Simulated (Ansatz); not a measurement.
**Question.** Name crystals whose computed values (plane-wave PAW PBEsol (Ansatz code)) fall in these windows: highest Γ mode, no LO–TO term (cm⁻¹) 280 to 370; Θ_D (K) 360 to 470; G_Hill (GPa) 110 to 150.

**Answer.** 

```json
[
 {"crystal": "AlOs, CsCl type", "highest Γ mode, no LO–TO term (cm⁻¹)": "327", "Θ_D (K)": "435", "G_Hill (GPa)": "131"},
 {"crystal": "TaP, P-6m2 (Ta on 1e, P on 1b)", "highest Γ mode, no LO–TO term (cm⁻¹)": "368", "Θ_D (K)": "455", "G_Hill (GPa)": "134"}
]
```
Others may fit too.

Standing as an ambient phase not checked: AlOs, CsCl type; TaP, P-6m2 (Ta on 1e, P on 1b). Perhaps ordered models of mixed-site phases: AlOs, CsCl type. All cells were relaxed under the symmetry of their starts (and spin orders); stability against distortions was not tested throughout. Rows with no word on spin ran without spin polarisation. Spin–orbit coupling is left out wherever it is not named.

Potentials: the later of the program's two PAW sets.
